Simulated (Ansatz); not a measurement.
An elastic tensor (GPa, Voigt order, standard axes) from DFT-PBE in the program Ansatz with PAW potentials:

```
314  115  115  0.0  0.0  0.0
115  314  115  0.0  0.0  0.0
115  115  314  0.0  0.0  0.0
0.0  0.0  0.0  115  0.0  0.0
0.0  0.0  0.0  0.0  115  0.0
0.0  0.0  0.0  0.0  0.0  115
```

### Question
Which of these materials gives this?
(A) RbCl, rock salt
(B) SrVO3, cubic perovskite
(C) KBr, rock salt
(D) CuCl, zinc blende

### Answer
B, SrVO3, cubic perovskite

Space group Pm-3m (cubic perovskite). The cell was relaxed with PBE under the symmetry of its start; of distortions, only those at the zone centre were tested. The workflow began spin-polarised and lost its moments. No Hubbard U is applied. As this level gives no gap, shear constants depend on the k-mesh and smearing (Fermi–Dirac, 0.1 eV here).

Potentials: the later of the program's two PAW sets.
